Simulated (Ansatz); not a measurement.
This Sn3PbSe4 structure is the end of a relaxation. The cell was found from a structure generator's guess, not taken from experiment.

The calculation used Ansatz, DFT PBE, scalar-relativistic, plane waves, PAW. Cutoff 420 eV, Γ-centred mesh, Gaussian smearing, no spin polarisation.

```
Sn Pb Se
1.0
     6.10365    0.00000    0.00000
     0.00000    6.10365    0.00000
     0.00000    0.00000    6.10365
Sn Pb Se
3 1 4
Direct
  0.50000 0.00000 0.00000
  0.00000 0.00000 0.50000
  0.00000 0.50000 0.00000
  0.50000 0.50000 0.50000
  0.00000 0.50000 0.50000
  0.50000 0.50000 0.00000
  0.00000 0.00000 0.00000
  0.50000 0.00000 0.50000
```

Energies over the elements count from the elements' standard structures at the same level, with no fitted energy shifts. The references include grey tin.

Question: Find its symmetry and describe it.

Answer: Pm-3m (No. 221), with Sn and Pb ordered on rock salt sites. Conventional cell: a = 6.104 Å. Around Sn lie 6 Se at 3.05 Å; Pb is surrounded by 6 Se at 3.05 Å; Se on a site of symmetry 4/mmm is surrounded by 2 Pb at 3.05 Å and 4 Sn at 3.05 Å; around Se on a site of symmetry m-3m lie 6 Sn at 3.05 Å.

Question: How far does it lie from the elements in energy?

Answer: −0.46 eV/atom. Whether it is stable depends on the other phases of the system, which aren't compared here.

Question: Is it a metal?

Answer: There is no gap on the 6×6×6 mesh, but valence and conduction bands meet within 0.015 eV, so at this level it has a zero gap rather than a metal's Fermi surface.

The last run used a 6×6×6 mesh for its 8-atom cell and Gaussian smearing of 0.10 eV. Spin–orbit coupling, which can matter for Pb, is left out. The zero gap may come from the functional, which often closes small gaps. The reference form of Se is held partly by dispersion forces, which this level lacks. Symmetry constrained the relaxation, so the result can be a saddle point.
